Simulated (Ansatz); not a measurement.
KRb2ScF6:
```cif
data_F12K2Rb4Sc2
_chemical_formula_sum 'K2 Rb4 Sc2 F12'
_space_group_name_H-M_alt 'I4/m'
_space_group_IT_number 87
_space_group_name_Hall '-I 4'
_cell_length_a 6.29722
_cell_length_b 6.29722
_cell_length_c 9.15400
_cell_angle_alpha 90.000
_cell_angle_beta 90.000
_cell_angle_gamma 90.000
loop_
_atom_site_label
_atom_site_type_symbol
_atom_site_symmetry_multiplicity
_atom_site_Wyckoff_symbol
_atom_site_fract_x
_atom_site_fract_y
_atom_site_fract_z
_atom_site_occupancy
K1 K 2 b 0.00000 0.00000 0.50000 1
Rb1 Rb 4 d 0.00000 0.50000 0.25000 1
Sc1 Sc 2 a 0.00000 0.00000 0.00000 1
F1 F 8 h 0.16166 0.27639 0.00000 1
F2 F 4 e 0.00000 0.00000 0.22106 1
```
(The calculation used a cell of 10 atoms; values per cell refer to that cell.)

Relaxed with r²SCAN. DFT-r²SCAN in the program Ansatz with PAW potentials gives a gap of 7.54 eV.

**Question.** What gap does HSE06 give on the same cell (Ansatz, PAW)?

**Answer.** 8.82 eV, 1.27 eV more. The hybrid was solved on a coarser mesh and at special points; its gap is the smallest among all of these.

| k | v1 r²SCAN | c1 r²SCAN | v1 HSE06 | c1 HSE06 |
|---|---|---|---|---|
| Γ | -0.06 | 7.54 | -0.06 | 8.82 |
| X | -0.04 | 7.99 | … | … |
| P | -0.09 | 8.03 | … | … |
| N | 0.00 | 8.02 | 0.00 | 9.84 |
| S0 | -0.01 | 8.04 | … | … |
| M | -0.03 | 8.02 | … | … |

**Question.** Top valence (v1) and lowest conduction level (c1) in eV from each method's valence maximum (which need not be a listed point): supply the withheld HSE06 values.

**Answer.** 
- P, v1 HSE06: -0.09
- P, c1 HSE06: 9.86
- S0, v1 HSE06: -0.01
- S0, c1 HSE06: 9.87
- M, v1 HSE06: -0.03
- M, c1 HSE06: 9.85
- X, v1 HSE06: -0.04
- X, c1 HSE06: 9.82

Cost on shared cores: the r²SCAN run (SCF on a 6×6×6 mesh, then bands and DOS) around 4 core-minutes (rough), the HSE06 run (SCF on 4×4×4, then a few points) roughly 14 core-minutes; the tasks are unlike.

The workflow started from a Materials Project entry (that database holds measured and hypothetical structures alike); the Crystallography Open Database files this formula in space group No. 87, but the cells were not matched. Its standing as an ambient phase is unchecked. The cell was relaxed with r²SCAN under the symmetry of its start; whether a distortion lowers the energy is not shown. No spin polarisation was allowed. Scalar-relativistic: spin–orbit coupling is off unless named, which matters more the heavier the elements.

Potentials: the later of the program's two PAW sets.
